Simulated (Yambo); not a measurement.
Yambo run on ScF$_{3}$ (space group R32, No. 155) under isotropic strain of -1.5 % on all lattice vectors. The wavefunctions come from this Quantum ESPRESSO step (PBEsol, PseudoDojo standard norm-conserving files, scalar-relativistic):

```
&CONTROL
  calculation = 'nscf'
  pseudo_dir = './pseudo'
  outdir = './out'
/
&SYSTEM
  ibrav = 0
  nat = 4
  ntyp = 2
  ecutwfc = 84.0
  ecutrho = 336.0
  occupations = 'fixed'
  force_symmorphic = .true.
  nbnd = 155
/
&ELECTRONS
  conv_thr = 4e-09
  diago_full_acc = .true.
  diago_thr_init = 1e-08
/
ATOMIC_SPECIES
F 18.9984 F.upf
Sc 44.9559 Sc.upf
CELL_PARAMETERS angstrom
  2.798144194409   1.615509303873   2.283665067182
 -2.798144194409   1.615509303873   2.283665067182
 -0.000000000000  -3.231018607746   2.283665067182
ATOMIC_POSITIONS crystal
F   0.500000505169   0.001736620699   0.998263913669
F   0.998264151654   0.500000267184   0.001736620699
F   0.001736858684   0.998263913669   0.500000267184
Sc   0.000000505169   0.000000267184   0.000000267184
K_POINTS automatic
4 4 4 0 0 0
```

Yambo input:

```
rim_cut
gw0
dyson
el_el_corr
HF_and_locXC
ppa
em1d
RandQpts= 1000000
RandGvec= 1 Ry
EXXRLvcs= 84 Ry
VXCRLvcs= 336 Ry
Chimod= "HARTREE"
% BndsRnXp
 2 | 153 |
%
NGsBlkXp= 10 Ry
% LongDrXp
 1.0 | 1.0 | 1.0 |
%
PPAPntXp= 27.2114 eV
% GbndRnge
 1 | 153 |
%
GTermKind= "BG"
DysSolver= "n"
ExtendOut
% QPkrange
 1 | 1 | 16 | 17 |
 7 | 7 | 16 | 17 |
 13 | 13 | 16 | 17 |
%
```

k points by index: 1 = Γ, 7 = F, 13 = Z.

The o-*.qp file then holds:

```
#    K-point    Band    Eo [eV]    E [eV]    E-Eo [eV]    Vxc [eV]    Vnlxc [eV]    Sc|Eo [eV]    Sc|E [eV]    dSc/dw|Eo [eV]    Re(Z)    Im(Z)
#
    1    16    -0.546348    -2.855891    -2.309544    -22.69148    -30.39358    4.846148    5.392553    -6.437416    0.808686    -0.001212
    1    17    6.529576    9.328534    2.798958    -17.48568    -9.342069    -4.824773    -5.344653    -5.054076    0.843359    -0.861999E-3
    7    16    -0.005259    -2.331830    -2.326571    -22.84552    -30.73989    5.007966    5.567803    -6.547410    0.806052    -0.001148
    7    17    7.544400    10.49333    2.948933    -19.35855    -10.98399    -4.829903    -5.425623    -5.497183    0.831928    0.002244
    13    16    0.000000    -2.311407    -2.311407    -22.85955    -30.75393    5.026735    5.582973    -6.547999    0.806037    -0.001146
    13    17    8.282652    11.38204    3.099384    -20.37750    -11.62203    -5.010083    -5.656087    -5.625677    0.827406    0.032450
```
(The two width columns are left out.) Convergence of these settings isn't established.

Geometry strained from the cell relaxed with PBEsol, atoms relaxed again.
